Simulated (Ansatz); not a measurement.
Tetragonal deformation path in Re

Level of theory: DFT PBEsol, scalar-relativistic, plane waves, PAW (Ansatz). Settings: plane waves to 420 eV, k-mesh 22×22×22 (Γ-centred), Gaussian smearing 0.15 eV. Spin–orbit coupling is left out, which can shift energies with elements as heavy as these. No spin polarisation. Energies are free energies at this smearing, counted from the undisturbed cell; pressure is positive in compression.

Reference structure (as given, not relaxed at this level; it stands at -18.5 GPa; this fcc form isn't the usual structure):

```xyz
1
Lattice="0.0000 1.9750 1.9750 1.9750 0.0000 1.9750 1.9750 1.9750 0.0000" Properties=species:S:1:pos:R:3 pbc="T T T"
Re    0.0000    0.0000    0.0000
```

At fixed volume and fractional coordinates, lengths along (0.000, 0.000, 1.000) are scaled against those across it; ρ is that ratio over its starting value. The cell is metallic on the mesh throughout. At ρ = 0.707 the cell becomes cubic (Im-3m), and there the slope of the energy vanishes by symmetry. At -19 GPa the given cell is far from its own equilibrium, so these figures belong to a strongly strained crystal.

```tsv
ρ	ΔE (meV/atom)	pressure (GPa)
0.707	246.9	-16.4
0.850	150.2	-16.6
1.000	0.0	-18.5
1.200	277.7	-13.2
1.414	?	?
```

Question: Give the withheld values.

Answer: ΔE (meV/atom) at ρ = 1.414: 905.0; pressure (GPa) at ρ = 1.414: 3.2.